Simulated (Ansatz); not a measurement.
Nb2AlB2 in space group P-6m2 (No. 187; Nb on 2h, Al on 1a, B on 1b, B on 1f), DFT-PBE in the program Ansatz with PAW potentials, all energies at zero smearing, with the estimated change up to a 700 eV cutoff added, with one set of potentials and settings (totals compare only within such a set). Cell of 5 atoms (2 Nb, 1 Al, 2 B): -9957.176 eV.

```
element             reference phase  E (eV/atom)
-------  --------------------------  -----------
Nb       Im-3m, 1 atoms in the cell   -4552.3152
Al       Fm-3m, 1 atoms in the cell    -537.5055
B        R-3m, 12 atoms in the cell    -155.9170
```

Formation energy per atom, worked out: (-9957.176 − 2×(-4552.3152) − 1×(-537.5055) − 2×(-155.9170))/5 = -0.641 eV/atom (-62 kJ per mol of atoms), at 0 K, without zero-point energy or fitted corrections.

The start of the workflow was typed in or built on a structure type; neither database checked (COD, Materials Project) lists it. Its standing as an ambient phase is unchecked. The PBE relaxation kept the symmetry of its start; its stability against distortions is not shown here. No spin polarisation was allowed. The references are the lowest solids computed at this level, not always the standard phases.

Potentials: the earlier of the program's two PAW sets.
